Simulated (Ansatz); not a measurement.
zincblende-structured IrSe

Level of theory: DFT, PBE, scalar-relativistic, no spin polarisation; plane waves to 420 eV with PAW datasets (Ansatz 0.2.0), 10×10×10 k-mesh, Gaussian smearing of 0.05 eV; PAW files: Ansatz's generated set soft_2.

```cif
data_structure
_symmetry_space_group_name_H-M 'F-43m'
_symmetry_Int_Tables_number 216
_cell_length_a 5.5641
_cell_length_b 5.5641
_cell_length_c 5.5641
_cell_angle_alpha 90.000
_cell_angle_beta 90.000
_cell_angle_gamma 90.000
_cell_volume 172.26
loop_
_atom_site_label
_atom_site_type_symbol
_atom_site_symmetry_multiplicity
_atom_site_Wyckoff_symbol
_atom_site_fract_x
_atom_site_fract_y
_atom_site_fract_z
_atom_site_occupancy
Ir1 Ir 4 a 0.00000 0.00000 0.00000 1
Se1 Se 4 d 0.25000 0.25000 0.75000 1
```

The cell came from substitution into a structure type; whether the compound takes it is for experiment to say.

The cell above was scaled in volume, its shape and atoms being fixed by the lattice's symmetry. Energies are counted from the cell above.

```
V (Å³/atom)  ΔE (meV/atom)  P (GPa)
      20.35           28.3      8.1
      20.67           14.4      5.6
      21.10            3.4      2.6
      21.53            0.0      0.0
      21.96            3.2     -2.3
      22.39           12.4     -4.4
      23.04           35.7     -7.0
      23.69           68.7     -9.2
```

Problem. What do the points give for the equilibrium volume, the bulk modulus and its pressure derivative (third-order Birch–Murnaghan)?

Solution. V0 = 21.53 Å³/atom, B0 = 124 GPa, B0′ = 5.2.

B0·V0 = 124.2 GPa × 21.53 Å³ = 16.69 eV/atom sets the scale: near the minimum ΔE ≈ ½ B0 V0 x², with x = V/V0 − 1, and a pressure of 1.2 GPa squeezes the volume by about 1 %. At the ends of the curve: x = −5.5 % predicts 25.1 meV/atom and the run gives 28.3; x = +10.0 % predicts 83.7 meV/atom and the run gives 68.7. The lopsidedness is anharmonic: atoms resist being pushed together more than being pulled apart.

Spin–orbit coupling, which matters for such heavy elements, is left out. The cell is a metal with an odd number of electrons, and spin polarisation wasn't tried.
